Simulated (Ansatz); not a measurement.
ScAg3:
```yaml
crystal:
  lattice:
    - [4.15770, 0.00000, 0.00000]
    - [0.00000, 4.15770, 0.00000]
    - [0.00000, 0.00000, 4.15770]
  atoms:
    - { symbol: Ag, position: [0.00000, 0.50000, 0.50000] }
    - { symbol: Ag, position: [0.50000, 0.50000, 0.00000] }
    - { symbol: Ag, position: [0.50000, 0.00000, 0.50000] }
    - { symbol: Sc, position: [0.00000, 0.00000, 0.00000] }
```

Relaxed with PBEsol. Special points in fractions of this cell's reciprocal vectors: Γ (0.000, 0.000, 0.000); X (0.000, 0.500, 0.000); M (0.500, 0.500, 0.000); R (0.500, 0.500, 0.500).

Q: List the band energies nearest the Fermi level at these points for the program Ansatz at the PBEsol level (PAW).

A: In eV from the Fermi level; about four levels below and three above (degenerate sets whole), none deeper than 8.9 eV; points with the same levels are listed once.

```csv
k,below,above
Γ,-3.55 -3.24 -3.24 -3.24,0.88 0.88 1.40 1.40 1.40
X,-4.18 -3.96 -3.83 -3.24,0.35 0.35 0.57
M,-3.65 -2.05 -0.96 -0.96,0.79 0.79 1.64
R,-0.71 -0.49 -0.49 -0.49,0.02 0.02 0.02
```

Space group Pm-3m (Cu3Au type). The start of the workflow was typed in or built on a structure type; neither database checked (COD, Materials Project) lists it. Whether it is the stable phase at ambient conditions was not checked. Symmetry was held in the PBEsol relaxation; its stability against distortions is not shown here. The run is not spin-polarised. Spin–orbit coupling is left out wherever it is not named.

Potentials: the later of the program's two PAW sets.
